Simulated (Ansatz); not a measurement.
An Ansatz input:

```yaml
crystal:
  lattice:
    - [-1.9631005896, 1.9631005896, 1.9631005896]
    - [1.9631005896, -1.9631005896, 1.9631005896]
    - [1.9631005896, 1.9631005896, -1.9631005896]
  atoms:
    - { symbol: Te, position: [0.0, 0.0, 0.0] }
hamiltonian:
  xc: pbesol
  pseudopotentials:
    kind: paw
    azcp:
      Te: "pseudopotentials/Te.paw.azcp"
basis:
  ecutwfc: 420
  fft_grid_basis: typed
kpoints:
  mp_grid: { grid: [13, 13, 13], shift: [0, 0, 0] }
magnetization:
  spin_polarized: false
scf:
  occupations: { method: fermi_dirac, width: 0.1 }
  lower_state_search: "off"
output:
  stress: true
  write_density: true
  write_potential: true
  elf: true
  volumetric_format: npy
```

Terminal output

```
Warning: the record states the generating functional pbe (its physics header spells it `PBE`), which answers neither for hamiltonian.xc's functional nor for the pbesol family's — results may be inconsistent (PPs are generated against a specific XC)
Engine: ansatz 0.2.0, aarch64-unknown-linux-gnu
Pseudopotentials: kind: paw
Pseudopotential: Te, paw, valence charge 16, recommended cutoff 420 eV (normal) 
Functional definition: PBEsol
  exchange = pbesol_x
  correlation = pbesol_c
Crystal: 1 atoms, lattice volume = 30.261 Å³
Basis set: ecut = 420 eV, 603 PW (Γ)
Bands: 12, of which v1, the nominal top of the filled ones, is band 8 counted from 1 (7 counted from 0)
Symmetry: 48 space group operations
Space group: Im-3m (ITA 229), of the structure as read, at distance tolerance 3.1e-5 Å
k-points: 84 of 2197
Non-local potential: Te, projectors of the file, l = 0: 2, l = 1: 2, l = 2: 2, l = 3: 2
PAW form: soft (Blöchl's): semilocal exchange-correlation on the pseudo side does not see the compensation charge
PAW frozen core: Te, regenerated for the run's functional, and the local potential with it (the file was generated under x = pbe(κ = 0.804, μ = 0.2195149727645171), c = pbe(β = 0.06672455060314922))
PAW one-centre angular grid: Te, 590 points (default); XC on 64 Gauss nodes
Initial density: superposition of atomic densities (neutral atoms: chi_scale 0, normalization atom), corrected by the library's trained network
Initial wavefunctions: pseudopotential atomic-orbital guess
Functional: x = pbesol(κ = 0.804, μ = 0.12345679012345678), c = pbesol(β = 0.046)
SCF iter   1: F=—  HF=-6901.239864 eV  |F-HF|=—  |Δ(HF+E_count)|=         —  Δρ=1.73e-3  dr2=3.79e-4  ethr=1.77e-3  ⟨swp⟩=5.2  Hψ=6177  notcnv=0
SCF iter   2: F=—  HF=-6901.239203 eV  |F-HF|=—  |Δ(HF+E_count)|=   6.61e-4  Δρ=9.71e-4  dr2=1.92e-4  ethr=2.37e-6  ⟨swp⟩=2.3  Hψ=2011  notcnv=0
SCF iter   3: F=—  HF=-6901.239191 eV  |F-HF|=—  |Δ(HF+E_count)|=   1.20e-5  Δρ=2.00e-4  dr2=9.03e-6  ethr=1.20e-6  ⟨swp⟩=2.0  Hψ=1683  notcnv=0
SCF iter   4: F=—  HF=-6901.239176 eV  |F-HF|=—  |Δ(HF+E_count)|=   1.47e-5  Δρ=1.15e-4  dr2=4.22e-6  ethr=5.64e-8  ⟨swp⟩=2.0  Hψ=1704  notcnv=0
SCF iter   5: F=—  HF=-6901.239177 eV  |F-HF|=—  |Δ(HF+E_count)|=   1.13e-6  Δρ=4.52e-5  dr2=8.91e-7  ethr=2.64e-8  ⟨swp⟩=1.0  Hψ=1008  notcnv=0
SCF iter   6: F=—  HF=-6901.239177 eV  |F-HF|=—  |Δ(HF+E_count)|=   1.08e-7  Δρ=1.45e-5  dr2=1.06e-7  ethr=5.57e-9  ⟨swp⟩=2.3  Hψ=1242  notcnv=0
SCF iter   7: F=-6901.239177 eV  HF=-6901.239177 eV  |F-HF|=1.45e-8  |Δ(HF+E_count)|=   4.59e-8  Δρ=5.24e-6  dr2=1.38e-8  ethr=6.25e-10  ⟨swp⟩=8.8  Hψ=6091  notcnv=0
SCF 1 converged in 7 iterations: F = -6901.239177 eV  dr2 = 1.38e-8
SCF converged after 7 iterations
Free energy (F): -6901.239177 eV
Harris-Foulkes:  -6901.239177 eV  (|F-HF|=1.45e-8)
Internal energy: -6901.214351 eV  (E = F + TS)
E sigma→0 (E₀):  -6901.226764 eV
Entropy (-TS):   -0.024826 eV (-24.826 meV/atom)
Fermi energy:    10.073774 eV
--- Per-component energies (eV) ---
  E_band       = -242.360856
  E_kinetic    = 179.488439
  E_local      = -1083.958741  (includes V_loc(G=0)·N_el)
  E_nonlocal   = -308.288149
  E_hartree    = 726.696168
  E_xc         = -122.831406
  E_vxc        = -103.426056  (∫ρ·V_xc dr)
  E_paw        = -4584.257641  (= ΣΔE_a)
  E_vpaw       = -379.574387  (= ΣTr[D̂ρ^β])
  E_aug_tail   = -0.000177  (compensation charges beyond the density's cutoff)
  E_ewald      = -1708.437659
  E_core_change = 0.374815  (= ΣΔE_core)
  E_smearing   = -0.024826  (= −TS)
  E_closure    = -0.000000  (closes the sum)
  Σ components = -6901.239177   (vs F -6901.239177, Δ=0.00e0)
--- Stress (GPa, compression-positive) ---
       -5.666509       0.000000      -0.000000
        0.000000      -5.666509      -0.000000
        0.000000      -0.000000      -5.666509
  P = ⅓ Tr σ = -5.6665 GPa (-56.665 kbar)
--- Band table (eV; the first three rows and the last of 84) ---
  k-point 0: bands = ["-27.0630", "-27.0630", "-27.0630", "-27.0454", "-27.0454", "-3.3731", "12.7169", "12.7169", "12.7169", "19.0511", "20.0976", "20.0976"]
  k-point 1: bands = ["-27.0633", "-27.0622", "-27.0609", "-27.0458", "-27.0456", "-3.2738", "12.0132", "12.4822", "12.6710", "19.1951", "19.4914", "19.9219"]
  k-point 2: bands = ["-27.0641", "-27.0600", "-27.0551", "-27.0468", "-27.0459", "-2.9801", "10.4570", "11.9231", "12.5409", "18.0926", "18.6043", "20.7874"]
  k-point 83: bands = ["-27.0642", "-27.0639", "-27.0300", "-27.0300", "-27.0299", "1.1583", "7.2401", "7.3655", "7.3655", "13.2335", "13.4968", "26.1539"]
```
